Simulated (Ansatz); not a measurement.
**Calculated with Ansatz: MgAl2P2, single run**

The input file (Ansatz 0.2.0, plane waves):

```yaml
crystal:
  lattice:
    - [3.685982, 0.0, 0.0]
    - [-1.842991, 3.192157, 0.0]
    - [0.0, 0.0, 6.349233]
  atoms:
    - { symbol: Al, position: [0.33333, 0.66667, 0.3773] }
    - { symbol: Al, position: [0.66667, 0.33333, 0.6227] }
    - { symbol: P, position: [0.33333, 0.66667, 0.7346] }
    - { symbol: P, position: [0.66667, 0.33333, 0.2654] }
    - { symbol: Mg, position: [0.0, 0.0, 0.0] }
  symmetry: { tolerance: 0.0003 }
kpoints:
  mp_grid: { grid: [6, 6, 3], shift: [0, 0, 0] }
magnetization:
  spin_polarized: false
scf:
  occupations: { method: fermi_dirac }
  mixing: { algorithm: broyden, beta: 0.7 }
hamiltonian:
  pseudopotentials: { kind: paw }
  xc: r2scan
basis:
  ecutwfc: 500
output:
  forces: true
  stress: true
  eigenvalues: true
  write_density: true
  write_potential: true
  elf: true
  volumetric_format: npy
```

Launch command:

```bash
ansatz run input.yaml --threads 1 --pin off --max-ram 2560MiB --backend cpu --events-out ev --progress --plain --runs-dir out
```

Origin of the cell: a known structure type with other elements, at an estimated volume, so it need not be a known compound.

The smearing width isn't typed, so it takes its default of 0.1 eV.

Output (shortened):

```
SCF iter   1: F=—  HF=-4525.262177 eV  Δρ=5.36e-3  dr2=1.65e-2  dr2_τ=6.29e-2
SCF iter   2: F=—  HF=-4525.377078 eV  Δρ=2.76e-3  dr2=9.32e-3  dr2_τ=8.09e-5  κ⁻¹=1.0e0(r=1)
SCF iter   3: F=—  HF=-4525.378747 eV  Δρ=1.42e-3  dr2=2.90e-3  dr2_τ=1.41e-5  κ⁻¹=3.0e-2(r=2)
SCF iter   4: F=—  HF=-4525.379338 eV  Δρ=3.12e-4  dr2=7.70e-5  dr2_τ=1.65e-6  κ⁻¹=8.0e-4(r=3)
SCF iter   5: F=—  HF=-4525.379362 eV  Δρ=8.12e-5  dr2=1.15e-5  dr2_τ=1.44e-7  κ⁻¹=1.4e-4(r=4)
SCF iter   6: F=—  HF=-4525.379366 eV  Δρ=3.22e-5  dr2=1.10e-6  dr2_τ=2.35e-8  κ⁻¹=9.1e-6(r=5)
SCF iter   7: F=-4525.379367 eV  HF=-4525.379367 eV  Δρ=7.62e-6  dr2=6.44e-8  dr2_τ=9.49e-9
SCF 1 converged in 7 iterations: F = -4525.379367 eV  dr2 = 6.44e-8
SCF converged after 7 iterations
Stability not checked: this state was not tested for a lower state beside it, because the mixer in use, unlike msr1, does not test its closes by its own steps (another_mixer; see scf.mixing.algorithm and scf.lower_state_search)
Free energy (F): -4525.379367 eV
Harris-Foulkes:  -4525.379367 eV  (|F-HF|=2.66e-8)
Internal energy: -4525.303782 eV  (E = F + TS)
E sigma→0 (E₀):  -4525.341574 eV
Entropy (-TS):   -0.075585 eV (-15.117 meV/atom)
Fermi energy:    11.080673 eV
--- Per-component energies (eV) ---
  E_band       = -285.285944
  E_kinetic    = 283.825417
  E_local      = -1796.177502  (includes V_loc(G=0)·N_el)
  E_nonlocal   = 185.198058
  E_hartree    = 671.197191
  E_xc         = -226.207453
  E_vxc        = -244.256965  (∫ρ·V_xc dr)
  E_paw        = -2395.990580  (= ΣΔE_a)
  E_vpaw       = -67.806022  (= ΣTr[D̂ρ^β])
  E_aug_tail   = -0.000002  (compensation charges beyond the density's cutoff)
  E_vtau       = 11.536617  (kinetic-family band-sum trace: ∫τ·v_τ [+ j·A + Jᵃ·Aᵃ] dr)
  E_ewald      = -1246.820803
  E_core_change = -0.328109  (= ΣΔE_core)
  E_smearing   = -0.075585  (= −TS)
  Σ components = -4525.379367   (vs F -4525.379367, Δ=0.00e0)
--- Forces (eV/Å), atoms counted from 1 ---
  atom   1  Al    -0.000000     0.000000    -0.743479
  atom   2  Al     0.000000    -0.000000     0.743479
  atom   3  P      0.000000    -0.000000     2.683490
  atom   4  P     -0.000000     0.000000    -2.683490
  atom   5  Mg    -0.000000    -0.000000     0.000000
  max |Σ_I F_I| component: 1.62e-17 eV/Å
--- Stress (GPa, compression-positive) ---
       24.287270       0.000000       0.000000
       -0.000000      24.287270       0.000000
        0.000000       0.000000      27.913281
  P = ⅓ Tr σ = 25.4959 GPa (254.959 kbar)
```

Caveats: the given cell is far from equilibrium, with atoms too close or a volume far off; the k mesh is coarse if the cell is a metal.

The run took 3.1 s on 1 thread of Intel(R) Xeon(R) Platinum 8559C (Emerald Rapids), with other jobs on the host, peak memory 0.52 GiB, from the program's own first density.
